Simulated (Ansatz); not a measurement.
Relaxation path: Zr (diamond type)

DFT, PBEsol, PAW with Ansatz's default frozen-core files, scalar-relativistic (Ansatz 0.2.0); a Γ-centred 11×11×11 k mesh, Fermi–Dirac smearing of 0.05 eV, no spin polarisation. The run relaxes cell and atoms at a target pressure of 13 GPa.

Command: `ansatz run input.yaml --threads 1 --pin off --max-ram 3584MiB --backend cpu --events-out ev --progress --plain --runs-dir out` It took 10 s on 1 thread of Arm Neoverse V2 (shared host), peak memory 0.34 GiB.

```yaml
crystal:
  lattice:
    - [0.0, 2.8860194293, 2.8860194293]
    - [2.8860194293, 0.0, 2.8860194293]
    - [2.8860194293, 2.8860194293, 0.0]
  atoms:
    - { symbol: Zr, position: [-0.125, -0.125, -0.125] }
    - { symbol: Zr, position: [0.125, 0.125, 0.125] }
kpoints:
  mp_grid: { grid: [11, 11, 11] }
scf:
  occupations: { method: fermi_dirac, width: 0.05 }
hamiltonian:
  xc: pbesol
  pseudopotentials: { kind: paw }
output:
  forces: true
  stress: true
  eigenvalues: true
relax:
  f_tol: 0.005
  max_steps: 40
  cell: { p_target: 13.0, stress_tol: 0.03 }
```

Each step lists its enthalpy F + pV a cell above the last geometry, the pressure, the cell vectors (Å), and Cartesian positions (Å) with forces (eV/Å).

The first step:

```
step 1  dH = 24.45 meV  P = 9.34 GPa
  cell 0.0000 2.8860 2.8860  2.8860 0.0000 2.8860  2.8860 2.8860 0.0000
  Zr -0.7215 -0.7215 -0.7215   0.0000 0.0000 0.0000
  Zr 0.7215 0.7215 0.7215   0.0000 0.0000 0.0000
```

The PAW files were made under PBE.

The symmetry of the start is kept and no stability test is made, so the end need not be the stable phase.

**Question.** Where does the relaxation end, and by which steps?

**Answer.** After 4 geometries, with conventional a, b, c = 5.689, 5.689, 5.689 Å, at 23.010 Å³/atom (-4.28 % against the start) in space group Fd-3m, with a shortest distance of 2.463 Å. The further steps:
```
step 2  dH = 1.06 meV  P = 13.84 GPa
  cell 0.0000 2.8354 2.8354  2.8354 0.0000 2.8354  2.8354 2.8354 0.0000
  Zr -0.7088 -0.7088 -0.7088   0.0000 0.0000 0.0000
  Zr 0.7088 0.7088 0.7088   0.0000 0.0000 0.0000
step 3  dH = 0.00 meV  P = 12.97 GPa
  cell 0.0000 2.8446 2.8446  2.8446 0.0000 2.8446  2.8446 2.8446 0.0000
  Zr -0.7111 -0.7111 -0.7111   0.0000 0.0000 0.0000
  Zr 0.7111 0.7111 0.7111   0.0000 0.0000 0.0000
step 4  dH = 0.00 meV  P = 13.00 GPa
  cell 0.0000 2.8443 2.8443  2.8443 0.0000 2.8443  2.8443 2.8443 0.0000
  Zr -0.7111 -0.7111 -0.7111   0.0000 0.0000 0.0000
  Zr 0.7111 0.7111 0.7111   0.0000 0.0000 0.0000
step 5  dH = 0.33 meV  P = 13.00 GPa  (same geometry on a basis chosen anew; earlier energies don't compare to the last digit)
  cell 0.0000 2.8443 2.8443  2.8443 0.0000 2.8443  2.8443 2.8443 0.0000
  Zr -0.7111 -0.7111 -0.7111   0.0000 0.0000 0.0000
  Zr 0.7111 0.7111 0.7111   0.0000 0.0000 0.0000
```
